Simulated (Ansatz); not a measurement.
# Property card for Sr

Sr:
```cif
data_Sr4
_chemical_formula_sum 'Sr4'
_space_group_name_H-M_alt 'I41/amd :1'
_space_group_IT_number 141
_space_group_name_Hall 'I 4bw 2bw -1bw'
_cell_length_a 7.43241
_cell_length_b 7.43241
_cell_length_c 4.02727
_cell_angle_alpha 90.000
_cell_angle_beta 90.000
_cell_angle_gamma 90.000
loop_
_atom_site_label
_atom_site_type_symbol
_atom_site_symmetry_multiplicity
_atom_site_Wyckoff_symbol
_atom_site_fract_x
_atom_site_fract_y
_atom_site_fract_z
_atom_site_occupancy
Sr1 Sr 4 a 0.00000 0.00000 0.00000 1
```
(The calculation used a cell of 2 atoms; values per cell refer to that cell.)

Space group I4_1/amd (No. 141), β-Sn type; conventional cell a = b = 7.432 Å, c = 4.027 Å, α = β = γ = 90.00°.

Method: plane-wave PAW r²SCAN (Ansatz code). Geometry: relaxed at this level of theory. Other levels are named where they apply.

### Cell and energy

```
Item                 Result
---------------  ----------
Volume per atom    55.62 Å³
Density          2.62 g/cm³
```

### Electronic structure

```
Quantity                                                                    Value
------------------------------------  -------------------------------------------
Electronic character                                            metallic (no gap)
Density of states at the Fermi level  1.8 states/eV per atom (mean over ±0.08 eV)
Gap with spin–orbit coupling                                      none (metallic)
```

### Mechanics

```
Quantity                              Value
----------------------------------  -------
Bulk modulus (Birch–Murnaghan fit)  8.0 GPa
Pressure derivative B′                  2.5
```

### Phonons

```
Quantity                                                 Value
-----------------------------  -------------------------------
Highest zone-centre frequency                         114 cm⁻¹
Zone-centre stability          unstable, softest mode 27i cm⁻¹
```

The first step of the workflow began from a Materials Project structure, measured or hypothetical; the Crystallography Open Database copy checked does not list it. It is not the phase usual at ambient conditions (space group No. 225). Symmetry was held in the r²SCAN relaxation; phonons show weakly imaginary modes. As this level gives no gap, phonon frequencies hold no LO–TO term and depend on the k-mesh and smearing (Fermi–Dirac, 0.1 eV here). Axis ratios of metals converge slowly with the k-mesh, so a and c are less sure than the volume. Spin–orbit coupling is left out wherever it is not named.

Potentials: the earlier of the program's two PAW sets. The files were generated under PBE; for other functionals the program regenerates the frozen cores, and for LDA and PBEsol the local potential too.
